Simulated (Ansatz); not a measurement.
MgTi₃N₃O:
Space group P4/mmm (No. 123); a = b = 2.962 Å, c = 8.552 Å, α = β = γ = 90.00°

| atom | site | symmetry | x | y | z |
|---|---|---|---|---|---|
| Ti | 2g | 4mm | 0.0000 | 0.0000 | 0.2360 |
| N | 2h | 4mm | 0.5000 | 0.5000 | 0.2501 |
| Ti | 1c | 4/mmm | 0.5000 | 0.5000 | 0.0000 |
| N | 1a | 4/mmm | 0.0000 | 0.0000 | 0.0000 |
| Mg | 1d | 4/mmm | 0.5000 | 0.5000 | 0.5000 |
| O | 1b | 4/mmm | 0.0000 | 0.0000 | 0.5000 |

Relaxed at zero pressure with the program Ansatz at the PBEsol level (PAW).

Question: The volume is raised by 3 % and shape and atoms relax at that volume. What pressure results, and how do the axes share the change?

Answer: -6.6 GPa; a 0.8 %, b 0.8 %, c 1.3 %; the energy rises by 6 meV/atom.

Question: Give the new structure.

Answer: 
Space group P4/mmm (No. 123); a = 2.987 Å, b = 2.987 Å, c = 8.666 Å, α = 90.00°, β = 90.00°, γ = 90.00°

```
atom  site  symmetry       x       y       z
----  ----  --------  ------  ------  ------
Ti      2g       4mm  0.0000  0.0000  0.2340
N       2h       4mm  0.5000  0.5000  0.2486
Ti      1c     4/mmm  0.5000  0.5000  0.0000
N       1a     4/mmm  0.0000  0.0000  0.0000
Mg      1d     4/mmm  0.5000  0.5000  0.5000
O       1b     4/mmm  0.0000  0.0000  0.5000
```

The phase is kept; no other phase was compared at this pressure.

The start of the workflow was typed in or built on a structure type; neither database checked (COD, Materials Project) lists it. Its standing as an ambient phase is unchecked. The cell was relaxed with PBEsol under the symmetry of its start; its stability against distortions is not shown here. The workflow began spin-polarised and lost its moments.

Potentials: the earlier of the program's two PAW sets. The files were generated under PBE; for other functionals the program regenerates the frozen cores, and for LDA and PBEsol the local potential too.
